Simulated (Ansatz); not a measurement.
**A plane-wave run on Ca2O**

input.yaml (Ansatz 0.2.0)

```yaml
crystal:
  lattice:
    - [6.684179, 0.0, 0.0]
    - [0.0, 4.935083, 0.0]
    - [0.0, 0.0, 9.178686]
  atoms:
    - { symbol: Ca, position: [0.03433, 0.25, 0.70169] }
    - { symbol: Ca, position: [0.46567, 0.75, 0.20169] }
    - { symbol: Ca, position: [0.53433, 0.25, 0.79831] }
    - { symbol: Ca, position: [0.96567, 0.75, 0.29831] }
    - { symbol: O, position: [0.22444, 0.25, 0.38657] }
    - { symbol: O, position: [0.27556, 0.75, 0.88657] }
    - { symbol: O, position: [0.72444, 0.25, 0.11343] }
    - { symbol: O, position: [0.77556, 0.75, 0.61343] }
    - { symbol: Ca, position: [0.1739, 0.25, 0.06482] }
    - { symbol: Ca, position: [0.3261, 0.75, 0.56482] }
    - { symbol: Ca, position: [0.6739, 0.25, 0.43518] }
    - { symbol: Ca, position: [0.8261, 0.75, 0.93518] }
  symmetry: { tolerance: 0.0003 }
kpoints:
  mp_grid: { grid: [5, 7, 4], shift: [0, 0, 0] }
  band_path:
    path:
      - [0.0, 0.0, 0.0]
      - [0.5, 0.0, 0.0]
      - [0.5, 0.5, 0.0]
      - [0.0, 0.5, 0.0]
      - [0.0, 0.0, 0.0]
      - [0.0, 0.0, 0.5]
      - [0.5, 0.0, 0.5]
      - [0.5, 0.5, 0.5]
      - [0.0, 0.5, 0.5]
      - [0.0, 0.0, 0.5]
      - [0.5, 0.0, 0.0]
    npoints: 7
magnetization:
  spin_polarized: false
scf:
  occupations: { method: fermi_dirac }
  lower_state_search: "off"
  max_iter: 200
hamiltonian:
  pseudopotentials: { kind: paw }
  xc: r2scan
basis:
  ecutwfc: 500
  fft_grid_basis: typed
output:
  forces: true
  stress: true
  eigenvalues: true
  bader: true
  populations: true
  elf: true
  write_potential: true
  volumetric_format: npy
  dos:
    e_range: [-12, 8]
    de: 0.05
    projected: { site_lists: { Ca: [Ca], O: [O] } }
checkpoint:
  read: saved_state
```

Launched with:

```sh
ansatz run input.yaml --threads 1 --pin off --max-ram 2560MiB --backend cpu --events-out ev --progress --plain --runs-dir out
```

The saved state is an earlier solution for the same cell, perhaps on another mesh. 

Parts of the output:

```
Pseudopotentials: kind: paw
Pseudopotential: Ca, paw, valence charge 10, recommended cutoff 500 eV (meta_gga), Ca.paw.azcp
Pseudopotential: O, paw, valence charge 6, recommended cutoff 500 eV (meta_gga), O.paw.azcp
Functional definition: r2SCAN
  exchange = r2scan_x(k0 = k0, k1 = k1, a1 = a1)
  correlation = r2scan_c
Crystal: 12 atoms, lattice volume = 302.777 Å³
Basis set: ecut = 500 eV, 7673 PW (Γ), exchange–correlation on 200×144×288 points (64 copies of the dense FFT grid, shifted against one another)
Bands: 64, of which v1, the nominal top of the filled ones, is band 52 counted from 1 (51 counted from 0)
Symmetry: 8 space group operations
Space group: Pnma (ITA 62), of the structure as read, at distance tolerance 2.0e-3 Å
k-points: 36 of 140
Initial density: read from a saved state, or passed on in memory by an earlier SCF of this step, an earlier step, the calling program or the single point that the run made first
Functional: x = r2scan, c = r2scan; τ floored in thin density (d = 2e-4 eV/Å³)
SCF iter   1: F=-16844.2394 eV  Δρ=1.40e-3  dr2=1.73e-3  dr2_τ=8.72e-4
SCF iter   2: F=-16844.2407 eV  Δρ=7.95e-4  dr2=7.89e-4  dr2_τ=4.38e-4
SCF iter   3: F=-16844.2410 eV  Δρ=4.16e-4  dr2=3.04e-4  dr2_τ=1.23e-4
SCF iter   4: F=-16844.2412 eV  Δρ=1.35e-4  dr2=3.17e-5  dr2_τ=9.51e-6
SCF iter   5: F=-16844.2411 eV  Δρ=3.70e-5  dr2=4.15e-6  dr2_τ=7.59e-7
SCF iter   6: F=-16844.2411 eV  Δρ=9.17e-6  dr2=4.87e-7  dr2_τ=1.50e-8
SCF iter   7: F=-16844.2411 eV  Δρ=4.65e-6  dr2=9.64e-8  dr2_τ=4.76e-9
Free energy (F): -16844.2411 eV
Harris-Foulkes:  -16844.2411 eV  (|F-HF|=1.11e-8)
Internal energy: -16844.0201 eV  (E = F + TS)
E sigma→0 (E₀):  -16844.1306 eV
Entropy (-TS):   -0.2210 eV (-18.414 meV/atom)
Fermi energy:    7.0529 eV
--- Per-component energies (eV) ---
  E_band       = -1386.0491
  E_kinetic    = 2891.5687
  E_local      = -7415.8452  (includes V_loc(G=0)·N_el)
  E_nonlocal   = 695.4274
  E_hartree    = 2454.4349
  E_xc         = -1375.1961
  E_vxc        = -1960.7189  (∫ρ·V_xc dr)
  E_paw        = -7542.9264  (= ΣΔE_a)
  E_vpaw       = -628.7550  (= ΣTr[D̂ρ^β])
  E_aug_tail   = 0.0038  (compensation charges beyond the density's cutoff)
  E_vtau       = 123.3961  (kinetic-family band-sum trace: ∫τ·v_τ [+ j·A + Jᵃ·Aᵃ] dr)
  E_ewald      = -6549.5943
  E_core_change = -1.8931  (= ΣΔE_core)
  E_smearing   = -0.2210  (= −TS)
--- Forces (eV/Å), atoms counted from 1 ---
  atom   1  Ca    -0.1363     0.0000    -1.0945
  atom   2  Ca     0.1363     0.0000    -1.0945
  atom   3  Ca    -0.1363     0.0000     1.0945
  atom   4  Ca     0.1363     0.0000     1.0945
  atom   5  O     -0.5882     0.0000    -0.3435
  atom   6  O      0.5882     0.0000    -0.3435
  atom   7  O     -0.5882     0.0000     0.3435
  atom   8  O      0.5882     0.0000     0.3435
  atom   9  Ca    -0.8002     0.0000     0.3515
  atom  10  Ca     0.8002     0.0000     0.3515
  atom  11  Ca    -0.8002     0.0000    -0.3515
  atom  12  Ca     0.8002     0.0000    -0.3515
--- Stress (GPa, compression-positive) ---
       -3.1103       0.0000       0.0000
        0.0000      -9.4390       0.0000
        0.0000       0.0000      -2.2469
  P = ⅓ Tr σ = -4.9320 GPa (-49.320 kbar)
--- Löwdin populations: 12 sites ---
  site symbol       q [e]
     0     Ca      9.0554
     1     Ca      9.0554
     2     Ca      9.0554
     3     Ca      9.0554
     4      O      7.2506
     5      O      7.2506
     6      O      7.2506
     7      O      7.2506
     8     Ca      8.7697
     9     Ca      8.7697
    10     Ca      8.7697
    11     Ca      8.7697
  spilling = 0.0355 (of n_electrons = 104.0000)
--- Bader charges: 12 sites ---
  site symbol  charge [e]  shift [e]
     0     Ca      0.4659     0.0000
     1     Ca      0.4659     0.0000
     2     Ca      0.4659     0.0000
     3     Ca      0.4659     0.0000
     4      O     -1.6858     0.0000
     5      O     -1.6859     0.0000
     6      O     -1.6858     0.0000
     7      O     -1.6858     0.0000
     8     Ca      1.2200     0.0000
     9     Ca      1.2199     0.0000
    10     Ca      1.2200     0.0000
    11     Ca      1.2200     0.0000
```

Origin: a known structure type with other elements, at an estimated volume, so it need not be a known compound. Caveats: many states at the Fermi level without spin polarisation, so a magnetic state may lie lower.

Problem. How long did it run, and on what?

Solution. Run time, from a saved density: 3.5 min on 1 thread of Intel(R) Xeon(R) Platinum 8375C CPU @ 2.90GHz (Ice Lake), on a shared host, peak memory 1.6 GiB.
